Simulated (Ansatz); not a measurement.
One crystal and one scan (frozen-phonon scan) at two levels, r2SCAN (plane waves to 500 eV, PAW, scalar-relativistic; Ansatz, an electronic-structure program) and PBE (plane waves to 420 eV, PAW, scalar-relativistic; Ansatz), each from its own relaxed cell and on its own mesh. The cell shown is that of r2SCAN.

Starting cell, InP (zinc blende):

```xyz
4
Lattice="0.0000 5.9070 5.9070 2.9535 0.0000 2.9535 2.9535 2.9535 0.0000" Properties=species:S:1:pos:R:3 pbc="T T T"
P      4.4303     4.4303     4.4303
P      4.4303     7.3838     7.3838
In     0.0000     0.0000     0.0000
In     2.9535     2.9535     5.9070
```

The atoms are displaced by Q × the pattern below (from a DFPT mode at L = (0.5, 0.0, 0.0), largest move 1; Q in Å), at fixed cell. It is one choice among 2 degenerate patterns. (q is in reciprocal vectors of the primitive cell; the cell shown is doubled to hold the pattern.)

```json
[
 {"atom": "P1", "x": "0.285", "y": "-0.520", "z": "0.805"},
 {"atom": "P2", "x": "-0.285", "y": "0.520", "z": "-0.805"},
 {"atom": "In3", "x": "0.067", "y": "-0.122", "z": "0.189"},
 {"atom": "In4", "x": "-0.067", "y": "0.122", "z": "-0.189"}
]
```

InP was relaxed with its symmetry unable to fall. Percentages come from the unrounded values.

Results of r2SCAN:

| Quantity | Value |
|---|---|
| Lattice constant a (Å) | 5.907 |
| Harmonic wavenumber from the curvature (finite differences) (cm⁻¹ (negative: imaginary)) | 304 |
| Shape of the curve | a single well with its minimum at or next to zero displacement |

**Question.** Estimate the PBE values.

**Answer.** 
```tsv
quantity	PBE	r2SCAN − PBE
Lattice constant a (Å)	5.960	-0.053 (-0.9 %)
Harmonic wavenumber from the curvature (finite differences) (cm⁻¹ (negative: imaginary))	290	+14 (+5 %)
```

r2SCAN gives the higher value for: harmonic wavenumber from the curvature. r2SCAN gives the lower value for: lattice constant a. Both give the same shape of the curve: a single well with its minimum at or next to zero displacement. Neither level is exact: the differences show how much the result hangs on the functional.

(A displaced cell: forces are minus the slopes of the energy, force constants its curvatures, and phonons follow from these.)
